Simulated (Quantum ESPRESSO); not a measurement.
## Band energies of Sr2MgWO6

```xyz
10
Lattice="0.0000 4.0146 4.0146 4.0146 0.0000 4.0146 4.0146 4.0146 0.0000" Properties=species:S:1:pos:R:3 pbc="T T T"
O      4.0146     6.0807     4.0146
O      4.0146     1.9485     4.0146
O      1.9485     4.0146     4.0146
O      6.0807     4.0146     4.0146
O      4.0146     4.0146     6.0807
O      4.0146     4.0146     1.9485
Mg     4.0146     4.0146     4.0146
Sr     2.0073     2.0073     2.0073
Sr     6.0220     6.0220     6.0220
W      0.0000     0.0000     0.0000
```

PBEsol (Quantum ESPRESSO, PseudoDojo norm-conserving, 84 Ry, no spin-orbit coupling); path ΓXWKΓLUWLK,UX; energies in eV from the valence-band maximum.

```csv
k (1/Å),point,band 36,band 37,band 38,band 39,band 40,band 41,band 42,band 43
0.00,Γ,-0.51,-0.51,0.00,0.00,0.00,2.81,2.81,2.81
0.39,,-0.81,-0.81,-0.48,-0.48,-0.04,2.75,3.39,3.39
0.78,X,-1.35,-1.35,-0.82,-0.82,-0.08,2.71,3.86,3.86
0.78,W,-1.39,-1.38,-1.18,-0.51,-0.51,3.28,3.28,3.86
1.06,K,-1.40,-1.02,-0.96,-0.80,-0.27,2.98,3.65,3.72
1.39,,-1.12,-0.70,-0.61,-0.52,-0.34,3.18,3.23,3.33
1.89,Γ,-0.51,-0.51,0.00,0.00,0.00,2.81,2.81,2.81
2.23,,-0.62,-0.62,-0.33,-0.33,-0.16,2.99,3.10,3.10
2.57,L,-0.74,-0.72,-0.69,-0.69,-0.43,3.13,3.29,3.29
3.05,U,-1.40,-1.02,-0.96,-0.80,-0.27,2.98,3.65,3.72
3.05,W,-1.39,-1.38,-1.18,-0.51,-0.51,3.28,3.28,3.86
3.32,,-1.01,-0.96,-0.81,-0.57,-0.50,3.23,3.28,3.59
3.60,L,-0.74,-0.72,-0.69,-0.69,-0.43,3.13,3.29,3.29
3.84,,-1.09,-0.81,-0.76,-0.66,-0.45,3.15,3.39,3.48
4.08,K,-1.40,-1.02,-0.96,-0.80,-0.27,2.98,3.65,3.72
4.08,U,-1.40,-1.02,-0.96,-0.80,-0.27,2.98,3.65,3.72
4.36,X,-1.35,-1.35,-0.82,-0.82,-0.08,2.71,3.86,3.86
```

The PBEsol gap is indirect, 2.71 eV, from Γ to X; the smallest direct gap is 2.78 eV.

Without spin-orbit coupling, band edges of such heavy elements can be off by tenths of an eV.

Geometry of the Materials Project entry, not relaxed at this level.

The structure is a Materials Project entry; no match was found in the copy of COD used, and its stability was not checked.
